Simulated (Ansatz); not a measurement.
## Relaxing a structure of ZnO

The start is a relaxed ZnO cell deformed by the Cartesian strain tensor (xx, yy, zz, yz, xz, xy) = (0.092, -0.130, -0.077, 0.075, -0.087, 0.087). A full variable-cell relaxation at zero pressure is run with PBEsol (plane waves to 420 eV, PAW, scalar-relativistic; Ansatz, a first-principles code). The first steps use a coarse 6×8×2 k-mesh.

Starting cell:
```yaml
crystal:
  lattice:
    - [3.51656, 0.27856, -0.27856]
    - [-1.51704, 2.28703, 0.34844]
    - [-1.36008, 1.17926, 14.51276]
  atoms:
    - { symbol: Zn, position: [0.00000, 0.00000, 0.99990] }
    - { symbol: Zn, position: [0.00000, 0.00000, 0.49990] }
    - { symbol: Zn, position: [0.66667, 0.33333, 0.83338] }
    - { symbol: Zn, position: [0.33333, 0.66667, 0.33338] }
    - { symbol: Zn, position: [0.66667, 0.33333, 0.16663] }
    - { symbol: Zn, position: [0.33333, 0.66667, 0.66663] }
    - { symbol: O, position: [0.00000, 0.00000, 0.87470] }
    - { symbol: O, position: [0.00000, 0.00000, 0.37470] }
    - { symbol: O, position: [0.66667, 0.33333, 0.70793] }
    - { symbol: O, position: [0.33333, 0.66667, 0.20793] }
    - { symbol: O, position: [0.66667, 0.33333, 0.04116] }
    - { symbol: O, position: [0.33333, 0.66667, 0.54116] }
```

Question: How large is the pressure on the unrelaxed cell, and of which sign?

Answer: +41.7 GPa (positive: the cell is compressed).

Question: By how much does the energy per atom fall from start to end?

Answer: 0.59 eV/atom.

Question: How does the volume per atom move from start to end?

Answer: +16.8 %, from 10.08 to 11.77 Å³/atom.

Question: Does it find its way back to the structure it was made from?

Answer: It relaxes back to the parent, P6₃mc (No. 186).

Question: How do the shortest distances between atoms change?

Answer: The closest pairs of elements (up to four, under 3.6 Å), start → end: O–Zn 1.65 → 1.97 Å; O–O 2.68 → 3.21 Å; Zn–Zn 2.68 → 3.21 Å.

Question: Is the relaxed structure metallic? Give its gap.

Answer: 0.63 eV, direct at Γ (no spin-orbit coupling).

Final values are on a 10×10×2 k-mesh of the relaxed cell. No spin polarisation in the result.

The first start was generated by placing the elements on the sites of a structure type. A measured structure of ZnO has the same space group, P6₃mc (No. 186); the sites were not compared with it.
